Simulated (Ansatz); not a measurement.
A geometry of CoSn away from equilibrium: the start of the relaxation of a relaxed CoSn cell deformed by the Cartesian strain tensor (xx, yy, zz, yz, xz, xy) = (-0.105, -0.033, 0.074, -0.022, -0.065, 0.082). These are r2SCAN (plane waves to 500 eV, PAW, scalar-relativistic; Ansatz, an electronic-structure program) values and carry that method's errors. Γ-centred k-mesh 8×8×7 on the run's cell (coarser than for final values), Fermi–Dirac smearing 0.05 eV.

```xyz
6
Lattice="4.6913 0.4324 -0.3381 -1.9711 4.1734 0.0669 -0.2701 -0.0942 4.4978" Properties=species:S:1:pos:R:3 pbc="T T T"
Co     2.3456     0.2162    -0.1690
Co     1.3601     2.3029    -0.1356
Co    -0.9856     2.0867     0.0335
Sn     0.0000     0.0000     0.0000
Sn     0.1146     2.8793     2.1808
Sn     2.3354     1.6323     2.0458
```

Which atoms carry the largest force, and which way does it point?

2.94 eV/Å, on Sn5, Sn6 (atoms numbered as listed); on Sn5 its components are (-2.62, 1.32, -0.08).

What is the pressure?

+24.9 GPa, compression positive.

How far above the relaxed end point is this geometry?

0.50 eV/atom; the path ends in P6/mmm (No. 191) (AFLOW prototype AB_hP6_191_f_ad (B35, as in CoSn)).

No spin polarisation in the result. A magnetic state may lie lower.

The run could not lose the symmetry of its start.
